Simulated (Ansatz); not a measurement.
Consider the following.

ZnCdO₂:
```xyz
4
Lattice="3.3696 0.0000 0.0000 -1.6848 2.9182 0.0000 0.0000 0.0000 5.6142" Properties=species:S:1:pos:R:3 pbc="T T T"
Zn     0.0000     0.0000     5.5966
Cd     1.6848     0.9727     2.7422
O      1.6848     0.9727     0.5534
O      0.0000     0.0000     3.6612
```

This is the PBEsol-relaxed structure.

Q: All from PBEsol (plane waves, PAW; program Ansatz), unless another level is named. Predict the highest zone-centre frequency.

A: 533 cm⁻¹.

Q: Predict the bulk modulus (Birch–Murnaghan fit).

A: 115 GPa.

Space group P3m1. The workflow started from a Materials Project entry (that database holds measured and hypothetical structures alike); the Crystallography Open Database copy checked does not list it. Its standing as an ambient phase is unchecked. The PBEsol relaxation kept the symmetry of its start; of distortions, only those at the zone centre were tested. As this level gives no gap, phonon frequencies hold no LO–TO term and depend on the k-mesh and smearing (Fermi–Dirac, 0.1 eV here).

Potentials: the later of the program's two PAW sets.
